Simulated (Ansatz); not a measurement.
Two inputs for La4MgMo2O12

Cell: a Materials Project structure (computed, not necessarily an observed phase), taken as it stands.

```
La Mg Mo O
1.0
     5.64826    0.00000    0.00000
    -0.08965    5.93145    0.00000
    -0.31278   -0.15991    8.01247
La Mg Mo O
4 1 2 12
Direct
  0.49125 0.07052 0.26509
  0.04002 0.56467 0.25778
  0.50875 0.92948 0.73491
  0.95998 0.43533 0.74222
  0.00000 0.00000 0.00000
  0.50000 0.50000 0.00000
  0.00000 0.00000 0.50000
  0.10013 0.03723 0.75019
  0.16114 0.27838 0.45133
  0.21515 0.29771 0.06181
  0.29695 0.83090 0.45119
  0.30511 0.78388 0.06702
  0.37681 0.53189 0.77716
  0.89987 0.96276 0.24981
  0.83886 0.72162 0.54866
  0.78485 0.70229 0.93819
  0.62319 0.46811 0.22284
  0.69489 0.21612 0.93298
  0.70305 0.16910 0.54881
```

Sites (sets of like atoms) are named by element and the number of their first atom in this list.

Reference run. Method: Kohn–Sham DFT in Ansatz, PBE, plane waves and PAW, scalar-relativistic, collinear spin, 420 eV cutoff, Γ-centred 4×4×3 k-points, Fermi–Dirac smearing 0.02 eV. Start moments as typed (μB): 1 on each Mo, none on the rest.

**Question.** The input is changed as follows: `hamiltonian.xc`: pbe → pbesol; `accuracy`: not typed → medium; `scf.mixing.algorithm`: not typed → msr1; `scf.mixing.beta`: not typed → 0.1; `scf.mixing.ndim`: not typed → 16. What happens to V_zz (10²¹ V/m²) and η?

**Answer.** 

| site | atom | V_zz reference | η reference | V_zz changed | η changed |
| --- | --- | --- | --- | --- | --- |
| La1 | 1 | -9.24 | 0.81 | -9.18 | 0.81 |
| La2 | 2 | -8.48 | 0.89 | -8.46 | 0.89 |
| Mg | 5 | -0.71 | 0.81 | -0.65 | 0.81 |
| Mo6 | 6 | -5.17 | 0.31 | -5.52 | 0.28 |
| Mo7 | 7 | -7.55 | 0.84 | -7.60 | 0.87 |
| O8 | 8 | 3.57 | 0.16 | 3.47 | 0.16 |
| O9 | 9 | 1.94 | 0.87 | 2.00 | 0.91 |
| O10 | 10 | -3.56 | 0.75 | -3.53 | 0.72 |
| O11 | 11 | 1.19 | 0.62 | 1.09 | 0.58 |
| O12 | 12 | 3.82 | 0.44 | 3.72 | 0.46 |
| O13 | 13 | -2.51 | 0.31 | -2.62 | 0.28 |

The largest change of V_zz is on Mo6, from -5.17 to -5.52. In per cent, |V_zz| changes by -1 to 0 on La, -8 on Mg, +1 to +7 on Mo, -9 to +4 on O (all sites that start above 0.5). Its pressure is -8 GPa, against -3 GPa in the reference run. SCF iterations: 24 and 25.

On the reference run: The largest force is 0.7 eV/Å, so the atoms aren't at the calculated equilibrium and relaxing them would move these values. The program didn't check the stability of this electronic state in full, so a lower one may lie near. Without spin–orbit coupling (the program notes it for La and Mo) the gradients can shift somewhat, as the gap is small. With a gap of 0.3 eV on this mesh, small gradients can still move by 0.1 × 10²¹ V/m² or more as the k-mesh gets denser. The magnetic order is the one that the run reached from its start moments, not necessarily the measured one.
